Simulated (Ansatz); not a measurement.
Al₃Ru₂ in space group I4/mmm (No. 139; Al on 2a, Al on 4e, Ru on 4e) under volume change, plane-wave PAW PBEsol (Ansatz code), shape and atoms relaxed at each volume.

```csv
V (Å³/atom),E − E(relaxed) (meV/atom),P (GPa)
12.249,76.7,22.09
12.653,…,…
13.057,7.6,6.19
13.461,0.0,0.00
13.864,6.8,-5.23
14.268,…,…
14.672,54.8,-13.30
```

Task: What belongs in the gaps?

Result: 
- 12.653, E − E(relaxed) (meV/atom): 32.1
- 12.653, P (GPa): 13.49
- 14.268, E − E(relaxed) (meV/atom): 25.7
- 14.268, P (GPa): -9.64

Task: What does a third-order Birch–Murnaghan fit give for V₀, B₀ and B′?

Result: V₀ = 13.46 Å³/atom, B₀ = 189 GPa, B′ = 4.6.

The first step of the workflow began from a Materials Project structure, measured or hypothetical; the Crystallography Open Database copy checked does not list it. With Al and Ru taken as one species the cell has the higher symmetry I4/mmm, so it may be an ordered model of a mixed-site phase. Its standing as an ambient phase is unchecked. The cell was relaxed with PBEsol under the symmetry of its start; of distortions, only those at the zone centre were tested. The run is not spin-polarised. Spin–orbit coupling is left out wherever it is not named.

Potentials: the later of the program's two PAW sets.
